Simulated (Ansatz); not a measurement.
ZrGe in space group P6/mmm (No. 191; Zr on 3f, Ge on 1a, Ge on 2d) under volume change, plane-wave PAW PBE (Ansatz code), shape and atoms relaxed at each volume.

```json
[
 {"V (Å³/atom)": "21.484", "E − E(relaxed) (meV/atom)": "61.8", "P (GPa)": "10.01"},
 {"V (Å³/atom)": "22.193", "E − E(relaxed) (meV/atom)": "26.1", "P (GPa)": "6.22"},
 {"V (Å³/atom)": "22.901", "E − E(relaxed) (meV/atom)": "?", "P (GPa)": "?"},
 {"V (Å³/atom)": "23.609", "E − E(relaxed) (meV/atom)": "0.0", "P (GPa)": "0.00"},
 {"V (Å³/atom)": "24.317", "E − E(relaxed) (meV/atom)": "5.6", "P (GPa)": "-2.46"},
 {"V (Å³/atom)": "25.026", "E − E(relaxed) (meV/atom)": "21.3", "P (GPa)": "-4.58"},
 {"V (Å³/atom)": "25.734", "E − E(relaxed) (meV/atom)": "?", "P (GPa)": "?"}
]
```

Q: What belongs in the gaps?

A: 
- 25.734, E − E(relaxed) (meV/atom): 45.6
- 25.734, P (GPa): -6.39
- 22.901, E − E(relaxed) (meV/atom): 6.2
- 22.901, P (GPa): 2.89

Q: What does a third-order Birch–Murnaghan fit give for V₀, B₀ and B′?

A: V₀ = 23.61 Å³/atom, B₀ = 88.2 GPa, B′ = 3.9.

The cell is a constructed one: a structure type filled with these elements; neither database checked (COD, Materials Project) lists it. Whether it is the stable phase at ambient conditions was not checked. The cell was relaxed with PBE under the symmetry of its start; its stability against distortions is not shown here. The run is not spin-polarised. Spin–orbit coupling is left out wherever it is not named.

Potentials: the later of the program's two PAW sets.
